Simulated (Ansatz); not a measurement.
Ansatz input

```yaml
crystal:
  lattice:
    - [2.4958676429, 0.0, 0.0]
    - [0.0, 2.4958676429, 0.0]
    - [0.0, 0.0, 2.4958676429]
  atoms:
    - { symbol: Pd, position: [0.0, 0.0, 0.0], spin: 0.5 }
hamiltonian:
  xc: pbesol
  pseudopotentials:
    kind: paw
    azcp:
      Pd: "pseudopotentials/Pd.paw.azcp"
basis:
  ecutwfc: 420
  fft_grid_basis: typed
kpoints:
  mp_grid: { grid: [14, 14, 14], shift: [0, 0, 0] }
magnetization:
  spin_polarized: true
scf:
  occupations: { method: fermi_dirac, width: 0.05 }
  lower_state_search: "off"
output:
  stress: true
  write_density: true
  write_potential: true
  elf: true
  volumetric_format: npy
```

Terminal output

```
Warning: the record states the generating functional pbe (its physics header spells it `PBE`), which answers neither for hamiltonian.xc's functional nor for the pbesol family's — results may be inconsistent (PPs are generated against a specific XC)
Engine: ansatz 0.2.0, aarch64-unknown-linux-gnu
Pseudopotentials: kind: paw
Pseudopotential: Pd, paw, valence charge 18, recommended cutoff 420 eV (normal) 
Functional definition: PBEsol
  exchange = pbesol_x
  correlation = pbesol_c
Crystal: 1 atoms, lattice volume = 15.548 Å³
Basis set: ecut = 420 eV, 305 PW (Γ)
Bands: 14, of which v1, the nominal top of the filled ones, is band 9 counted from 1 (8 counted from 0)
Symmetry: 48 space group operations
Space group: Pm-3m (ITA 221), of the structure as read, at distance tolerance 2.5e-5 Å
Magnetic group: BNS 221.92 (UNI 1594), of the structure as read, at distance tolerance 2.5e-5 Å
k-points: 120 of 2744
Non-local potential: Pd, projectors of the file, l = 0: 2, l = 1: 2, l = 2: 2, l = 3: 1
PAW form: soft (Blöchl's): semilocal exchange-correlation on the pseudo side does not see the compensation charge
PAW frozen core: Pd, regenerated for the run's functional, and the local potential with it (the file was generated under x = pbe(κ = 0.804, μ = 0.2195149727645171), c = pbe(β = 0.06672455060314922))
PAW one-centre angular grid: Pd, 590 points (default); XC on 64 Gauss nodes
Initial density: superposition of atomic densities (chi_scale 0.1, normalization cell)
Starting moments: Σ|m| = 0.5 μB on 1 of 1 site
Initial wavefunctions: pseudopotential atomic-orbital guess
Functional: x = pbesol(κ = 0.804, μ = 0.12345679012345678), c = pbesol(β = 0.046)
SCF iter   1: F=—  HF=-6907.006241 eV  |F-HF|=—  |Δ(HF+E_count)|=         —  Δρ=9.46e-2 (↑9.46e-2 ↓6.19e-2)  dr2=3.78e0  dr2_m=6.03e-2  M=0.211 μB ∫|m|=0.216 μB  β_m=0.30  ethr=3.10e-3  ⟨swp⟩=5.2  Hψ=17606  notcnv=0
SCF iter   2: F=—  HF=-6906.330371 eV  |F-HF|=—  |Δ(HF+E_count)|=   6.76e-1  Δρ=5.69e-2 (↑5.69e-2 ↓3.53e-2)  dr2=1.28e0  dr2_m=3.28e-2  M=0.204 μB ∫|m|=0.205 μB  β_m=0.30  ethr=3.10e-3  ⟨swp⟩=2.8  Hψ=7324  notcnv=0  defer=112
SCF iter   3: F=—  HF=-6905.987984 eV  |F-HF|=—  |Δ(HF+E_count)|=   3.42e-1  Δρ=2.05e-2 (↑1.58e-2 ↓2.05e-2)  dr2=5.04e-2  dr2_m=2.16e-2  M=0.170 μB ∫|m|=0.175 μB  β_m=0.30  ethr=3.10e-3  ⟨swp⟩=2.0  Hψ=5539  notcnv=0  defer=112
SCF iter   4: F=—  HF=-6905.983024 eV  |F-HF|=—  |Δ(HF+E_count)|=   4.96e-3  Δρ=1.01e-2 (↑1.01e-2 ↓9.93e-3)  dr2=1.17e-4  dr2_m=1.42e-2  M=0.152 μB ∫|m|=0.156 μB  β_m=0.30  ethr=2.80e-4  ⟨swp⟩=2.2  Hψ=8090  notcnv=0  defer=133
SCF iter   5: F=—  HF=-6905.985292 eV  |F-HF|=—  |Δ(HF+E_count)|=   2.27e-3  Δρ=8.54e-3 (↑8.35e-3 ↓8.54e-3)  dr2=6.27e-5  dr2_m=1.01e-2  M=0.132 μB ∫|m|=0.137 μB  β_m=0.30  ethr=6.48e-7  ⟨swp⟩=1.9  Hψ=4376  notcnv=0  defer=133
SCF iter   6: F=—  HF=-6905.987097 eV  |F-HF|=—  |Δ(HF+E_count)|=   1.80e-3  Δρ=7.19e-3 (↑7.12e-3 ↓7.19e-3)  dr2=1.99e-6  dr2_m=7.30e-3  M=0.115 μB ∫|m|=0.119 μB  β_m=0.30  ethr=3.48e-7  ⟨swp⟩=2.1  Hψ=5052  notcnv=0  defer=133
SCF iter   7: F=—  HF=-6905.988060 eV  |F-HF|=—  |Δ(HF+E_count)|=   9.64e-4  Δρ=6.13e-3 (↑6.13e-3 ↓6.10e-3)  dr2=1.26e-6  dr2_m=5.32e-3  M=0.100 μB ∫|m|=0.104 μB  β_m=0.30  ethr=1.11e-8  ⟨swp⟩=2.2  Hψ=5233  notcnv=0  defer=133
...
SCF iter  16: F=-6905.990918 eV  HF=-6905.990918 eV  |F-HF|=9.09e-13  |Δ(HF+E_count)|=   2.27e-9  Δρ=2.57e-7 (↑2.57e-7 ↓1.66e-7)  dr2=3.27e-12  dr2_m=4.78e-12  M=-0.000 μB ∫|m|=0.000 μB  ethr=1.00e-12  ⟨swp⟩=3.7  Hψ=13972  notcnv=0
WARN: the starting moments were not kept: the SCF closed with an absolute magnetisation of 3.6e-6 μB, where they sum to 0.5 μB in size (1 site). That is at most 0.1 of that sum. Measured as dr2_m measures the in/out step, that magnetisation stands 9.2e-12 eV from none, at or under the dr2_threshold of 1.0e-7 eV: it is no larger than a step whose dr2_m would equal this threshold. The system may hold no moment; this SCF shows only that its start led to no more than that. To try another start: raise the starting moments (crystal.atoms[].spin, magnetization.per_species, magnetization.initial_magnetization, or on a non-collinear deck that types none of these the spinor_matrix: blocks that start its atoms; where the total moment is fixed, keep their sum and leave initial_magnetization as it is; typed ones take the place of any that the run laid by itself, positive ones on a crystal's lanthanoids without a Hubbard term where scf.initial_density.shell_occupations: [] is typed) or, if the notice of its spin-set hold's release reads "site moments contracting" or "site moments show no strong build", lengthen the hold (scf.mixing.spin_hold: { on: { confirm: 4 } }; for m-r²SCAN on two components see the key's manual first). Each may lead to a state that holds a moment. A second SCF, from the converged charge density, with the starting moments and any scf.initial_density.shell_occupations laid on it anew, would have followed, and was not run: the deck does not ask for one (magnetization.retry_lost_moments is false, the default). To let it run, set magnetization.retry_lost_moments: true and run the deck again, where that key's refused combinations let it; where memory then withholds it, that run's warning says so.
SCF 1 converged in 16 iterations: F = -6905.990918 eV  dr2 = 3.27e-12
SCF converged after 16 iterations
Magnetization: -0.0000 μB (9.0000 up, 9.0000 down)
Absolute magnetization: 0.0000 μB (∫|ρ↑−ρ↓|, with the PAW one-centre terms)
Spin contamination: 0.0000 ħ² per cell (⟨S²⟩ above its minimum at these occupations)
Per-site moments (μB) at R_I (Å): [(-3.488739489837065e-6, 1.02954540269625)]
Free energy (F): -6905.990918 eV
Harris-Foulkes:  -6905.990918 eV  (|F-HF|=9.09e-13)
Internal energy: -6905.978204 eV  (E = F + TS)
E sigma→0 (E₀):  -6905.984561 eV
Entropy (-TS):   -0.012715 eV (-12.715 meV/atom)
Fermi energy:    18.543957 eV
--- Per-component energies (eV) ---
  E_band       = -162.351900
  E_kinetic    = 516.466193
  E_local      = -1918.005401  (includes V_loc(G=0)·N_el)
  E_nonlocal   = 219.746912
  E_hartree    = 781.074756
  E_xc         = -168.089141
  E_vxc        = -211.711770  (∫ρ·V_xc dr)
  E_paw        = -3685.617020  (= ΣΔE_a)
  E_vpaw       = -330.997444  (= ΣTr[D̂ρ^β])
  E_aug_tail   = 0.000183  (compensation charges beyond the density's cutoff)
  E_ewald      = -2651.857211
  E_core_change = 0.302524  (= ΣΔE_core)
  E_smearing   = -0.012715  (= −TS)
  E_closure    = 0.000000  (closes the sum)
  Σ components = -6905.990918   (vs F -6905.990918, Δ=0.00e0)
--- Stress (GPa, compression-positive) ---
       15.213203      -0.000000       0.000000
        0.000000      15.213203       0.000000
        0.000000       0.000000      15.213203
  P = ⅓ Tr σ = 15.2132 GPa (152.132 kbar)
--- Band table (eV; the first three rows and the last of 240) ---
  k-point 0 ↑: bands = ["-65.7046", "-31.1399", "-31.1399", "-31.1399", "11.5813", "13.0589", "13.0589", "18.6087", "18.6087", "18.6087", "35.8295", "35.8295", "35.8295", "42.9402"]
  k-point 1 ↑: bands = ["-65.7013", "-31.1707", "-31.1374", "-31.1374", "11.7284", "13.0859", "13.1880", "18.4955", "18.4955", "18.6176", "34.7563", "36.0807", "36.0807", "42.3918"]
  k-point 2 ↑: bands = ["-65.6922", "-31.2566", "-31.1302", "-31.1302", "12.1152", "13.1624", "13.6054", "18.1903", "18.1903", "18.6428", "32.6186", "36.7913", "36.7913", "41.1778"]
  k-point 119 ↓: bands = ["-65.5102", "-31.6063", "-31.6063", "-31.6063", "13.7976", "13.7976", "13.7976", "20.1208", "20.1208", "29.3311", "30.6777", "30.6777", "30.6777", "37.6331"]
```
